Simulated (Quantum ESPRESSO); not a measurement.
## Strain and stress in Al2CuIr2Ru3

These are calculations, not measurements. They come from Quantum ESPRESSO 7.5, a public plane-wave density functional program. Each row is one single-point run on a made-up periodic cell of eight metal atoms, with elements, volume, strain and displacements drawn at random and not relaxed, so a cell may be unstable or far from any real phase. There is no spin polarisation or spin-orbit coupling.

Settings: PBE unless stated; PseudoDojo standard norm-conserving files; Fermi-Dirac width 0.25 eV, which means electrons at about 2900 K; cutoff 1252 eV; 9 x 5 x 3 k mesh shifted half a step off Gamma. E is the free energy of the whole cell (internal energy minus TS), so a -TS column is already part of it. Stress is positive in tension, and the pressure P is minus a third of its trace.

Checks: one run of this series was repeated at a higher cutoff and on a denser mesh, which moved values by no more than 0.005 eV, 0.08 GPa and 0.014 eV/Å, and a second program with other atomic files agreed on it to 2 % rms in force and 0.5 GPa in pressure. Known limits: the copper pseudopotential is less sure than most, with forces differing by about three percent and pressure by about two GPa from a second method on plain copper; heavy elements are run without spin-orbit coupling, which real alloys of them have; a spin test at this wide smearing found no moment, but such smearing suppresses magnetism that the real alloy may have.

The lattice is face-centred cubic, and the cell vectors in Å are (0.000, -1.910, -1.916); (-3.820, 1.910, -1.916); (5.730, 5.730, -3.831), a volume of 111.81 Å³ in run 5. The elements on sites 1 to 8 are Ru Al Ir Ru Ir Cu Al Ru. Each run adds the same stretch e along x and y to one drawn cell, with the atoms carried along. E is counted from run 5.

| run | e (%) | s_xx (GPa) | s_yy (GPa) | s_zz (GPa) | s_xy (GPa) | P (GPa) | E (meV) |
|---|---|---|---|---|---|---|---|
| 1 | -2.22 | -19.99 | -22.02 | -19.35 | -2.07 | 20.45 | 388.8 |
| 2 | -1.75 | ? | ? | ? | ? | ? | ? |
| 3 | -1.16 | -12.94 | -14.73 | -14.25 | -1.88 | 13.98 | 134.6 |
| 4 | -0.82 | -10.85 | -12.57 | -12.73 | -1.82 | 12.05 | 74.4 |
| 5 | -0.30 | -7.80 | -9.41 | -10.47 | -1.73 | 9.23 | 0.0 |
| 6 | 0.61 | -2.89 | -4.34 | -6.80 | -1.59 | 4.68 | -77.0 |
| 7 | 1.52 | 1.53 | 0.24 | -3.43 | -1.45 | 0.55 | -94.7 |

## Worked fit

A parabola through the runs shown gives s_xx = -6.11 + 5.519 e - 0.328 e² GPa with e in per cent, an error of 0.007 on the linear term and a scatter of 0.02 GPa. The atoms are clamped and the cell is already under stress, so the slope belongs to this path and is not an elastic constant of a real alloy.

## Withheld run

Question: what s_xx should run 2 give?

The fit gives -16.77 ± 0.02 GPa. The calculation gave -16.76 GPa.
